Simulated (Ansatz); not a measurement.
Li3Sb in space group Fm-3m (No. 225; Li on 4b, Li on 8c, Sb on 4a), a = b = c = 6.5449 Å, α = β = γ = 90.00°; the cell used has 4 atoms.

Relaxed with r²SCAN. r²SCAN (plane waves, PAW; program Ansatz) gives a gap of 1.10 eV.

Q: What gap does HSE06 give on the same cell (Ansatz, PAW)?

A: 1.19 eV, 0.09 eV more. The hybrid was solved on a coarser mesh and at special points; its gap is the smallest among all of these.

```
k  v1 r²SCAN  c1 r²SCAN  v1 HSE06  c1 HSE06
-  ---------  ---------  --------  --------
Γ      -0.01       3.00       ___       ___
X      -2.20       1.10     -2.37      1.19
L      -0.67       2.66       ___       ___
W      -2.53       3.45       ___       ___
K      -1.81       1.93       ___       ___
```

Q: Top valence (v1) and lowest conduction level (c1) in eV from each method's valence maximum (which need not be a listed point): supply the withheld HSE06 values.

A: 
- L, v1 HSE06: -0.71
- L, c1 HSE06: 2.80
- Γ, v1 HSE06: -0.01
- Γ, c1 HSE06: 3.03
- K, v1 HSE06: -1.94
- K, c1 HSE06: 2.05
- W, v1 HSE06: -2.72
- W, c1 HSE06: 3.58

Cost on shared cores: the r²SCAN run (SCF on a 7×7×7 mesh, then bands and DOS) very roughly 24 core-seconds, the HSE06 run (SCF on 6×6×6, then a few points) very roughly 2.3 core-minutes; the tasks are unlike.

The first step of the workflow began from a Materials Project structure, measured or hypothetical; the Crystallography Open Database files this formula in space group No. 225, but the cells were not matched. Whether it is the stable phase at ambient conditions was not checked. The r²SCAN relaxation kept the symmetry of its start; whether a distortion lowers the energy is not shown. Spin–orbit coupling is left out wherever it is not named.

Potentials: the later of the program's two PAW sets.
